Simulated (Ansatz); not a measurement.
NbSe₂I₂:
```cif
data_I4Nb2Se4
_chemical_formula_sum 'Nb2 Se4 I4'
_space_group_name_H-M_alt 'P 1'
_space_group_IT_number 1
_cell_length_a 6.89330
_cell_length_b 6.89330
_cell_length_c 7.15988
_cell_angle_alpha 80.923
_cell_angle_beta 99.077
_cell_angle_gamma 60.843
loop_
_space_group_symop_operation_xyz
  'x, y, z'
loop_
_atom_site_label
_atom_site_type_symbol
_atom_site_fract_x
_atom_site_fract_y
_atom_site_fract_z
_atom_site_occupancy
Nb1 Nb 0.87778 0.87778 0.00000 1
Nb2 Nb 0.12222 0.12222 0.00000 1
Se1 Se 0.88389 0.11611 0.68140 1
Se2 Se 0.11611 0.88389 0.31860 1
Se3 Se 0.67715 0.32285 0.87488 1
Se4 Se 0.32285 0.67715 0.12512 1
I1 I 0.44635 0.96098 0.76193 1
I2 I 0.55365 0.03902 0.23807 1
I3 I 0.96098 0.44635 0.23807 1
I4 I 0.03902 0.55365 0.76193 1
```

Relaxed with LDA. LDA in the plane-wave PAW code Ansatz gives a gap of 0.74 eV.

Task: What gap does HSE06 give on the same cell (Ansatz, PAW)?

Result: 1.64 eV, 0.90 eV more. The hybrid was solved on a coarser mesh and at special points; its gap is the smallest among all of these.

Cost on shared cores: the LDA run (SCF on a 5×5×4 mesh, then bands and DOS) about 11 core-minutes (a rough figure), the HSE06 run (SCF on 3×3×3, then a few points) around 10 core-minutes (rough); the tasks are unlike.

Space group C2/m. The first step of the workflow began from a Materials Project structure, measured or hypothetical; the Crystallography Open Database copy checked does not list it. Its standing as an ambient phase is unchecked. The LDA relaxation kept the symmetry of its start; whether a distortion lowers the energy is not shown. The run is not spin-polarised. A crystal of weakly bound layers computed without a dispersion correction: the cell and the soft elastic constants depend strongly on that. Spin–orbit coupling is left out wherever it is not named.

Potentials: the later of the program's two PAW sets.
